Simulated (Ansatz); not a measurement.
**Guessed and relaxed cells of CsTi₂**

The cell of CsTi₂ is invented: close-packed layers stacked ABC (P-3m1, No. 164) (elements of the layers in order: Ti Cs Ti). The dimensions are guesses.

start.cif

```cif
data_structure
_symmetry_space_group_name_H-M 'P 1'
_symmetry_Int_Tables_number 1
_cell_length_a 4.4324
_cell_length_b 4.4324
_cell_length_c 9.2714
_cell_angle_alpha 90.000
_cell_angle_beta 90.000
_cell_angle_gamma 120.000
_cell_volume 157.75
loop_
_atom_site_label
_atom_site_type_symbol
_atom_site_fract_x
_atom_site_fract_y
_atom_site_fract_z
_atom_site_occupancy
Cs1 Cs 0.00000 0.00000 0.00000 1
Ti1 Ti 0.66667 0.33333 0.63147 1
Ti2 Ti 0.33333 0.66667 0.36853 1
```

All numbers below come from DFT PBE, scalar-relativistic, plane waves, PAW (Ansatz). Cutoff 420 eV, Gaussian smearing, Γ-centred meshes. Cell and atoms relax first on a coarse mesh and then on a finer one. In between, the cell is made exact in the group found at 0.06 Å. In metals the finer mesh still leaves noise of several meV/atom or more. The steps can't lower the symmetry of their start. No spin polarisation in the relaxation; trial moments died out in a coarse test.

end.cif

```cif
data_structure
_symmetry_space_group_name_H-M 'P 1'
_symmetry_Int_Tables_number 1
_cell_length_a 3.2655
_cell_length_b 3.2655
_cell_length_c 8.8030
_cell_angle_alpha 90.000
_cell_angle_beta 90.000
_cell_angle_gamma 120.000
_cell_volume 81.29
loop_
_atom_site_label
_atom_site_type_symbol
_atom_site_fract_x
_atom_site_fract_y
_atom_site_fract_z
_atom_site_occupancy
Cs1 Cs 0.00000 0.00000 0.00000 1
Ti1 Ti 0.66667 0.33333 0.61283 1
Ti2 Ti 0.33333 0.66667 0.38717 1
```

The symmetry stays P-3m1 (No. 164). The volume per atom shrinks by 48.5 %, from 52.6 to 27.1 Å³. The shortest distance goes from 3.53 Å (Ti–Ti) to 2.74 Å (Ti–Ti). The ratio c/a of the conventional cell changes by a factor of 1.29. The energy falls by about 1.3 eV/atom (the start's value is from the coarse mesh).

```
Volume per atom                            : 27.10 Å³
Density                                    : 4.67 g/cm³
Energy over the elements                   : +0.95 eV/atom
Gap on the 18×18×6 mesh of the 3-atom cell : 0 eV (a metal)
```

Formation energies are uncorrected and refer to the elements' standard structures at the same level. It can't be a ground state, since the elements alone are lower.

The last run used Gaussian smearing of 0.10 eV. A structure relaxed within its symmetry needn't be a true minimum. In all, the 3 runs took 3.8 min on 1 thread of Arm Neoverse N1 (shared host). Another cell of CsTi2 relaxed alike, in R-3m, lies 82 meV/atom lower, so this cell isn't the stable form at this level.
